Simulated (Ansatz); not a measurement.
Here is the system:

Ge3PbSe4:
```xyz
8
Lattice="4.2727 0.0000 0.0000 0.0000 3.9117 0.0000 -0.0401 0.0000 10.9229" Properties=species:S:1:pos:R:3 pbc="T T T"
Ge     0.5247     0.0000     9.7272
Ge     2.6099     1.9559     6.9038
Ge     3.7490     1.9559     1.2158
Pb     1.7723     0.0000     4.3097
Se     2.0659     0.0000     1.3785
Se    -0.0110     0.0000     7.0967
Se     2.1661     1.9559     9.3492
Se     4.0538     1.9559     3.7094
```

This is the LDA-relaxed structure. Cartesian axes are those of the cell as given.

Q: All from plane-wave PAW LDA (Ansatz code), unless another level is named. Give the formation energy from the elements (no fitted shifts).

A: -0.27 eV/atom.

Q: What about the valence-band maximum?

A: off the standard path, at k = (0.417, 0.000, 0.255).

Q: Next, the weight of the conduction-edge state by species (Voronoi cells)?

A: Ge 47 %, Se 30 %, Pb 23 %.

Space group Pm. The first step of the workflow began from a Materials Project structure, measured or hypothetical; the Crystallography Open Database copy checked does not list it. Its standing as an ambient phase is unchecked. Symmetry was held in the LDA relaxation; of distortions, only those at the zone centre were tested. A crystal of weakly bound layers computed without a dispersion correction: the cell and the soft elastic constants depend strongly on that. The references are the lowest solids computed at this level, not always the standard phases. Scalar-relativistic: spin–orbit coupling is off unless named, which matters more the heavier the elements.

Potentials: the later of the program's two PAW sets.
